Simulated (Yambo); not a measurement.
G0W0@PBEsol for ZnS (zinc blende, space group F-43m, No. 216) in Yambo. Reference settings: 4×4×4 Γ-centred k mesh, bands 5 to 151 and a 14 Ry block in the screening, 151 bands in G with the Bruneval-Gonze terminator, plasmon pole fitted at 27.2 eV. The PBEsol gap Γ → Γ on this mesh is 2.09 eV; G0W0 gaps are taken between the same points.

```
change from the reference                  G0W0 gap Γ → Γ (eV)  shift of the valence edge (eV)
-----------------------------------------  -------------------  ------------------------------
reference settings                                        3.43                           -1.10
wavefunctions cut at 50 Ry                                3.42                           -1.09
5 Ry block, no terminator                                 3.38                           -0.87
82 bands in W, 82 bands in G, 2 Ry block                  3.34                           -0.71
32 bands in W, 32 bands in G, 2 Ry block                  3.48                           -0.63
32 bands in W, 32 bands in G, 11 Ry block                  ___                           -0.76
82 bands in W, 82 bands in G, 11 Ry block                 3.44                           -0.98
5 Ry block                                                3.40                           -0.90
```

**Question.** Estimate the withheld gaps from the other rows; the computed values follow.

**Answer.** 
- 32 bands in W, 32 bands in G, 11 Ry block, G0W0 gap Γ → Γ (eV): 3.54

The reference isn't shown to be the converged limit.

Geometry relaxed with PBEsol; primitive cell a = b = c = 3.7870 Å, α = β = γ = 60.00°.

A shift is the quasiparticle energy of the state minus its PBEsol energy.
